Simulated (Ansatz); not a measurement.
SiGe:
```
CELL_PARAMETERS angstrom
      1.96053     1.13191     6.39185
     -1.96053     1.13191     6.39185
      0.00000    -2.26383     6.39185
ATOMIC_POSITIONS crystal
  Si 0.93885 0.93885 0.93885
  Si 0.06115 0.06115 0.06115
  Ge 0.43593 0.43593 0.43593
  Ge 0.56407 0.56407 0.56407
```

Tensor components refer to the Cartesian frame of this cell.

Question: Give the high-frequency dielectric tensor and the Born effective charge tensors of the independent atoms from DFPT, plane-wave PAW PBEsol (Ansatz code).

Answer: 
ε∞:
```
15.4  0.00  0.00
0.00  15.4  0.00
0.00  0.00  15.5
```
Z* of atom 1 (Si), rows: field, columns: displacement, in e:
```
 0.01   0.00   0.00
 0.00   0.01   0.00
 0.00   0.00  -0.16
```
Z* of atom 3 (Ge), rows: field, columns: displacement, in e:
```
-0.01   0.00   0.00
 0.00  -0.01   0.00
 0.00   0.00   0.16
```

Space group R-3m. The start of the workflow was typed in or built on a structure type; neither database checked (COD, Materials Project) lists it. Whether it is the stable phase at ambient conditions was not checked. The PBEsol relaxation kept the symmetry of its start; its stability against distortions is not shown here. Scalar-relativistic: spin–orbit coupling is off unless named, which matters more the heavier the elements.

Potentials: the later of the program's two PAW sets.
